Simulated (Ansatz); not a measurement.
InP:
Space group Pm-3n (No. 223); a = b = c = 7.2722 Å, α = β = γ = 90.00°

```
atom  site  symmetry       x       y       z
----  ----  --------  ------  ------  ------
In      6c     -4m.2  0.0000  0.5000  0.2500
P       6d     -4m.2  0.0000  0.2500  0.5000
```

Relaxed with r²SCAN.

Task: Tabulate the valence density and the electron localisation function along the shortest In–P contact (2.57 Å), r²SCAN in the plane-wave PAW code Ansatz.

Result: 

| distance from In (Å) | density (e/Å³) | ELF |
|---|---|---|
| 0.26 | 10.03 | 0.00 |
| 0.39 | 7.27 | 0.01 |
| 0.51 | 4.70 | 0.07 |
| 0.64 | 2.73 | 0.15 |
| 0.77 | 1.45 | 0.22 |
| 0.90 | 0.79 | 0.22 |
| 1.03 | 0.52 | 0.22 |
| 1.16 | 0.44 | 0.32 |
| 1.29 | 0.43 | 0.56 |
| 1.41 | 0.48 | 0.78 |
| 1.54 | 0.57 | 0.87 |
| 1.67 | 0.68 | 0.90 |
| 1.80 | 0.77 | 0.89 |
| 1.93 | 0.77 | 0.81 |
| 2.06 | 0.63 | 0.53 |
| 2.19 | 0.40 | 0.12 |
| 2.31 | 0.18 | 0.00 |

The density is the valence pseudo-density with augmentation charge, so density and ELF within about 1 Å of a nucleus are not all-electron values.

The start of the workflow was typed in or built on a structure type; neither database checked (COD, Materials Project) lists it. It is not the phase usual at ambient conditions (space group No. 216). The cell was relaxed with r²SCAN under the symmetry of its start; its stability against distortions is not shown here. The volume moved by 28 % from the start of the relaxation.

Potentials: the later of the program's two PAW sets.
